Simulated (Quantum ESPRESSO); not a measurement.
Ir5Nb2Mo, input and log of a self-consistent run

Computed values, not a measurement. The program is pw.x of Quantum ESPRESSO 7.5 (plane-wave density functional theory). The cell is made up: eight metal atoms on a hexagonal close-packed lattice, with elements, volume, strain and displacements drawn at random and not relaxed, so it may be unstable or far from any real phase. PseudoDojo standard norm-conserving files set the functional (PBE unless stated); there is no spin polarisation or spin-orbit coupling, the Fermi-Dirac width of 0.25 eV means electrons at about 2900 K, and the masses in the input are unused placeholders. Heavy elements are run without spin-orbit coupling, which real alloys of them have. A spin test at this wide smearing found no moment, but such smearing suppresses magnetism that the real alloy may have.

Input:

```
&control calculation='scf', pseudo_dir='./dojo.nc.sr.pbe.v0_5.standard.upf', outdir='./o', disk_io='minimal', tprnfor=.true., tstress=.true. /
&system ibrav=0, nat=8, ntyp=3, nbnd=81, ecutwfc=82.02448710, nosym=.true., tot_charge=0,
 occupations='smearing', smearing='fd', degauss=0.0183746611
/
&electrons conv_thr=1.470e-08, electron_maxstep=70, mixing_beta=0.5 /
ATOMIC_SPECIES
Ir 1.0 Ir.upf
Mo 1.0 Mo.upf
Nb 1.0 Nb.upf
CELL_PARAMETERS angstrom
-0.0122 -0.0632 -4.4185
0.026 4.8912 0.0701
5.6247 0.0301 0.0157
ATOMIC_POSITIONS angstrom
Ir -0.0349 0.0274 -0.0946
Ir 2.7036 -0.0414 0.0235
Nb 1.419 2.4881 -0.0617
Ir 4.1956 2.4388 0.0456
Nb -0.0011 1.5636 -2.1938
Ir 2.7545 1.6507 -2.0283
Mo 1.494 4.1051 -2.1161
Ir 4.1399 4.207 -2.2436
K_POINTS automatic
5 5 4 1 1 1
```

The log is shortened where brackets say so; the opening notice, blank lines, dates and the lines on written files are dropped, and the path of the files is cut. It prints rydbergs, bohrs and kilobars, and counts compression as positive stress. Its total energy is the free energy E - TS of the whole cell.

```
     Program PWSCF v.7.5
     Parallel version (MPI & OpenMP), running on       4 processor cores
     Number of MPI processes:                 4
     Threads/MPI process:                     1
     [start-up lines left out]
     bravais-lattice index     =            0
     lattice parameter (alat)  =       8.3506  a.u.
     unit-cell volume          =     820.1281 (a.u.)^3
     number of atoms/cell      =            8
     number of atomic types    =            3
     number of electrons       =       125.00
     number of Kohn-Sham states=           81
     kinetic-energy cutoff     =      82.0245  Ry
     charge density cutoff     =     328.0979  Ry
     scf convergence threshold =      1.5E-08
     mixing beta               =       0.5000
     number of iterations used =            8  plain     mixing
     Exchange-correlation= PBE
                           (   1   4   3   4   0   0   0)
     [axes and pseudopotential details left out]
   Cartesian axes
     site n.     atom                  positions (alat units)
         1        Ir     tau(   1) = (  -0.0078978   0.0062005  -0.0214077  )
         2        Ir     tau(   2) = (   0.6118169  -0.0093687   0.0053180  )
         3        Nb     tau(   3) = (   0.3211156   0.5630499  -0.0139625  )
         4        Ir     tau(   4) = (   0.9494523   0.5518935   0.0103191  )
         5        Nb     tau(   5) = (  -0.0002489   0.3538382  -0.4964507  )
         6        Ir     tau(   6) = (   0.6233355   0.3735487  -0.4589985  )
         7        Mo     tau(   7) = (   0.3380879   0.9289724  -0.4788674  )
         8        Ir     tau(   8) = (   0.9368475   0.9520321  -0.5077203  )
     number of k points=    50  Fermi-Dirac smearing, width (Ry)=  0.0184
                       cart. coord. in units 2pi/alat
        k(    1) = (   0.0979996   0.0912803  -0.1015868), wk =   0.0400000
        k(    2) = (   0.2944157   0.0902438  -0.1021143), wk =   0.0400000
     [further k points left out]
     Dense  grid:    82299 G-vectors     FFT dimensions: (  50,  54,  64)
     Estimated max dynamical RAM per process >     325.52 MB
     Estimated total dynamical RAM >       1.21 GB
     Initial potential from superposition of free atoms
     starting charge     124.9931, renormalised to     125.0000
     Starting wfcs are   80 randomized atomic wfcs +    1 random wfcs
     total cpu time spent up to now is        4.0 secs
     per-process dynamical memory:   259.3 Mb
     Self-consistent Calculation
     iteration #  1     ecut=    82.02 Ry     beta= 0.50
     Davidson diagonalization with overlap
     ethr =  1.00E-02,  avg # of iterations =  3.0
     Threshold (ethr) on eigenvalues was too large:
     Diagonalizing with lowered threshold
     Davidson diagonalization with overlap
     ethr =  9.25E-04,  avg # of iterations =  1.0
     total cpu time spent up to now is       23.9 secs
     total energy              =   -1540.91724390 Ry
     estimated scf accuracy    <       1.17166957 Ry
     iteration #  2     ecut=    82.02 Ry     beta= 0.50
     Davidson diagonalization with overlap
     ethr =  9.37E-04,  avg # of iterations =  2.3
     total cpu time spent up to now is       35.5 secs
     total energy              =   -1540.20045322 Ry
     estimated scf accuracy    <      13.21944463 Ry
     iteration #  3     ecut=    82.02 Ry     beta= 0.50
     Davidson diagonalization with overlap
     ethr =  9.37E-04,  avg # of iterations =  2.0
     total cpu time spent up to now is       46.4 secs
     total energy              =   -1541.37675256 Ry
     estimated scf accuracy    <       0.41518800 Ry
     iteration #  4     ecut=    82.02 Ry     beta= 0.50
     Davidson diagonalization with overlap
     ethr =  3.32E-04,  avg # of iterations =  2.0
     total cpu time spent up to now is       56.0 secs
     total energy              =   -1541.41762610 Ry
     estimated scf accuracy    <       0.32470650 Ry
     iteration #  5     ecut=    82.02 Ry     beta= 0.50
     Davidson diagonalization with overlap
     ethr =  2.60E-04,  avg # of iterations =  1.0
     total cpu time spent up to now is       64.6 secs
     total energy              =   -1541.44861450 Ry
     estimated scf accuracy    <       0.01564208 Ry
     [iterations 6 to 11 left out]
     iteration # 12     ecut=    82.02 Ry     beta= 0.50
     Davidson diagonalization with overlap
     ethr =  2.18E-08,  avg # of iterations =  1.9
     total cpu time spent up to now is      134.1 secs
     total energy              =   -1541.45267050 Ry
     estimated scf accuracy    <       0.00000164 Ry
     iteration # 13     ecut=    82.02 Ry     beta= 0.50
     Davidson diagonalization with overlap
     ethr =  1.31E-09,  avg # of iterations =  2.2
     total cpu time spent up to now is      144.6 secs
     total energy              =   -1541.45267055 Ry
     estimated scf accuracy    <       0.00000176 Ry
     iteration # 14     ecut=    82.02 Ry     beta= 0.50
     Davidson diagonalization with overlap
     ethr =  1.31E-09,  avg # of iterations =  1.3
     total cpu time spent up to now is      153.8 secs
     total energy              =   -1541.45267077 Ry
     estimated scf accuracy    <       0.00000051 Ry
     iteration # 15     ecut=    82.02 Ry     beta= 0.50
     Davidson diagonalization with overlap
     ethr =  4.08E-10,  avg # of iterations =  1.6
     total cpu time spent up to now is      163.0 secs
     total energy              =   -1541.45267081 Ry
     estimated scf accuracy    <       0.00000015 Ry
     iteration # 16     ecut=    82.02 Ry     beta= 0.50
     Davidson diagonalization with overlap
     ethr =  1.22E-10,  avg # of iterations =  1.3
     total cpu time spent up to now is      172.2 secs
     End of self-consistent calculation
     [lines on levels left out]
!    total energy              =   -1541.45267083 Ry
     estimated scf accuracy    <       0.00000001 Ry
     smearing contrib. (-TS)   =      -0.10916443 Ry
     internal energy E=F+TS    =   -1541.34350639 Ry
     The total energy is F=E-TS. E is the sum of the following terms:
     one-electron contribution =    -254.77416499 Ry
     hartree contribution      =     211.96013041 Ry
     xc contribution           =    -291.76365519 Ry
     ewald contribution        =   -1206.76581663 Ry
     convergence has been achieved in  16 iterations
     Forces acting on atoms (cartesian axes, Ry/au):
     atom    1 type  1   force =    -0.01891942   -0.03470880    0.03353645
     atom    2 type  1   force =     0.04100967    0.03586778   -0.01845710
     atom    3 type  3   force =    -0.01258083   -0.01666108    0.07284723
     atom    4 type  1   force =     0.01144529    0.06063692    0.01088210
     atom    5 type  3   force =    -0.06219176    0.02222535   -0.02924484
     atom    6 type  1   force =     0.00942027   -0.01872023   -0.08471644
     atom    7 type  2   force =    -0.00686870    0.01942482   -0.02535961
     atom    8 type  1   force =     0.03868547   -0.06806475    0.04051221
     Total force =     0.193226     Total SCF correction =     0.000396
     Computing stress (Cartesian axis) and pressure
          total   stress  (Ry/bohr**3)                   (kbar)     P=       96.17
   0.00051588  -0.00002365  -0.00004429           75.89       -3.48       -6.52
  -0.00002365   0.00044562  -0.00019782           -3.48       65.55      -29.10
  -0.00004429  -0.00019782   0.00099985           -6.52      -29.10      147.08
     init_run     :      3.72s CPU      3.87s WALL (       1 calls)
     electrons    :    164.29s CPU    168.21s WALL (       1 calls)
     forces       :      2.07s CPU      2.07s WALL (       1 calls)
     stress       :      7.10s CPU      7.10s WALL (       1 calls)
     [timing details left out]
     PWSCF        :   2m57.25s CPU   3m 1.39s WALL
     JOB DONE.
```

In other units: free energy -20972.532 eV for the cell, pressure 9.62 GPa, largest force component 2.178 eV/Å in size. The run took 183 s of wall time with four MPI processes on a shared machine (Intel Xeon, 2023 or later, virtual cores), so the time is rough. A rerun of this cell at a higher cutoff and on a denser mesh moved values by no more than 0.003 eV in energy, 0.11 GPa in stress and 0.018 eV/Å in force, and a second program with other atomic files agreed on that cell to 2 % rms in force and 0.5 GPa in pressure.